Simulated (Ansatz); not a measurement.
Pressure against volume in WCl₄F₂

The cell was found from a proposed guess, not taken from experiment.

Method: Ansatz, DFT PBE, scalar-relativistic, plane waves, PAW. Plane waves to 420 eV, a 6×6×6 mesh through Γ for the 7-atom cell and 0.02 eV Gaussian smearing; no spin polarisation.

```xyz
7
Lattice="-3.7098 3.7098 4.1201 3.7098 -3.7098 4.1201 3.7098 3.7098 -4.1201" Properties=species:S:1:pos:R:3 pbc="T T T"
W     0.0000    0.0000    0.0000
Cl   -2.0845    2.0845    4.1201
Cl    2.0845    2.0845    4.1201
Cl    1.6253    1.6253    0.0000
Cl    2.0845   -2.0845    4.1201
F     0.0000    0.0000    6.3729
F     0.0000    0.0000    1.8673
```

The cell was set to several volumes, with shape and atoms relaxed at each where symmetry leaves them free. Pressure is positive in compression, and energies count from the lowest row.

| row | V (Å³/atom) | P (GPa) | ΔE (meV/atom) | gap on mesh (eV) |
| --- | --- | --- | --- | --- |
| 1 | 28.514 | 0.41 | 4.4 | 1.54 |
| 2 | 29.486 | ? | ? | ? |
| 3 | 30.458 | 0.15 | 1.1 | 1.62 |
| 4 | 31.430 | 0.09 | 0.4 | 1.66 |
| 5 | 32.402 | 0.03 | 0.1 | 1.70 |
| 6 | 33.374 | -0.01 | 0.0 | 1.72 |
| 7 | 34.346 | -0.04 | 0.2 | 1.74 |
| 8 | 35.642 | -0.06 | 0.6 | 1.77 |

**Question.** Find B = −V·ΔP/ΔV from rows 5 and 7 and from rows 1 and 3, and from the two its slope B′ and its value B0 at zero pressure.

**Answer.** Rows 5 and 7 give −(32.402 + 34.346)/2 × (-0.04 − (0.03))/(34.346 − 32.402) = 1.2 GPa at a mean pressure of -0.01 GPa. Rows 1 and 3 give −(28.514 + 30.458)/2 × (0.15 − (0.41))/(30.458 − 28.514) = 3.9 GPa at a mean pressure of 0.28 GPa. So B′ = (3.9 − 1.2)/(0.28 − (-0.01)) = 9.31 and B0 = 1.2 − 9.31 × (-0.01) = 1.3 GPa. A third-order Birch–Murnaghan fit to all the energies gives B0 = 1.3 GPa and B′ = 12.1.

**Question.** Estimate the pressure and energy of row 2.

**Answer.** From row 6, V0 = 33.374 × (1 + (-0.01)/1.3) = 33.117 Å³/atom. Murnaghan's form P = (B0/B′)·[(V0/V)^B′ − 1] gives (1.3/9.31) × [(33.117/29.486)^9.31 − 1] = 0.27 GPa; the computed pressure is 0.27 GPa, so the estimate is off by 0.00 GPa. The work of compression from row 3, with the mean of the two pressures, gives ΔE = 1.1 + (0.27 + 0.15)/2 × (30.458 − 29.486)/160.2 × 1000 = 2.4 meV/atom (1 eV/Å³ = 160.2 GPa); the computed value is 2.4 meV/atom.

**Question.** Fit the gap against pressure through the other rows and estimate it at the computed pressure of row 2.

**Answer.** Over the 7 rows the mean pressure is 0.0814 GPa and the mean gap is 1.679 eV. The sums of products of deviations are S_xx = 0.1585 and S_xy = -0.07499, so the slope is -0.07499/0.1585 = -0.4731 (r = -0.98, rms misfit 0.02 eV). At 0.27 GPa the line gives 1.679 + (-0.4731) × (0.27 − 0.0814) = 1.59 eV. The computed value is 1.58 eV, so the line is off by +0.01 eV, no more than the largest miss among the fitted rows (0.03 eV).

Weakly bound directions are ill-defined at this level, which has no dispersion term. These runs have no spin–orbit coupling, which can matter for W. Kohn–Sham gaps at this level usually fall short of measured ones. All volumes keep the k mesh of the relaxed cell. A later test with randomly moved atoms came back to the same energy, though modes that don't fit the test's cell weren't probed.
